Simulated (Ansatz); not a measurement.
# Cd₄SeS₃: stable or not

The cell was found from a structure generator's guess, not taken from experiment.

Computed with Ansatz, DFT PBE, scalar-relativistic, plane waves, PAW. The final run on the 8-atom cell used 420 eV, a Γ-centred 6×6×2 mesh, 0.02 eV smearing and no spin polarisation.

```
CELL_PARAMETERS angstrom
4.24147 0.00000 0.00000
-2.12073 3.67322 0.00000
0.00000 0.00000 13.82700
ATOMIC_POSITIONS crystal
Cd 0.33333 0.66667 0.00477
Cd 0.33333 0.66667 0.49427
Cd 0.66667 0.33333 0.24954
Cd 0.66667 0.33333 0.76043
Se 0.33333 0.66667 0.68851
S 0.33333 0.66667 0.19083
S 0.66667 0.33333 0.43562
S 0.66667 0.33333 0.94603
```

Formation energies are uncorrected and refer to the elements' standard structures at the same level.

**Question.** These tests were run: energy against the elements; phonons on a 2×2×1 q mesh. What do they show?

**Answer.**

```csv
test,result
energy against the elements,−0.646 eV/atom
phonons on a 2×2×1 q mesh,no imaginary mode on the mesh
```

It fails none of these tests. Whether a mixture of other phases lies lower isn't tested here.

The reference forms of S and Se are held partly by dispersion forces, which this level lacks. The run for the phonons used a 6×6×2 k mesh.
